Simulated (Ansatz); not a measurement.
Al (bcc (W type), Im-3m) under volume change, PBEsol (plane waves, PAW; program Ansatz), scaled uniformly.

| V (Å³/atom) | E − E(relaxed) (meV/atom) | P (GPa) |
|---|---|---|
| 15.098 | 36.1 | 8.37 |
| 15.595 | 15.2 | 5.14 |
| 16.093 | 3.6 | 2.39 |
| 16.591 | 0.0 | 0.00 |
| 17.088 | ? | ? |
| 17.586 | 12.4 | -3.82 |
| 18.084 | ? | ? |

Some entries are withheld; supply them.


- 17.088, E − E(relaxed) (meV/atom): 3.3
- 17.088, P (GPa): -2.05
- 18.084, E − E(relaxed) (meV/atom): 26.7
- 18.084, P (GPa): -5.31

What does a third-order Birch–Murnaghan fit give for V₀, B₀ and B′?

V₀ = 16.59 Å³/atom, B₀ = 73.4 GPa, B′ = 4.0.

The workflow started from a Materials Project entry (that database holds measured and hypothetical structures alike); the Crystallography Open Database copy checked does not list it. It is not the phase usual at ambient conditions (space group No. 225). The cell was relaxed with PBEsol under the symmetry of its start. At this level the phase is mechanically unstable.

Potentials: the later of the program's two PAW sets.
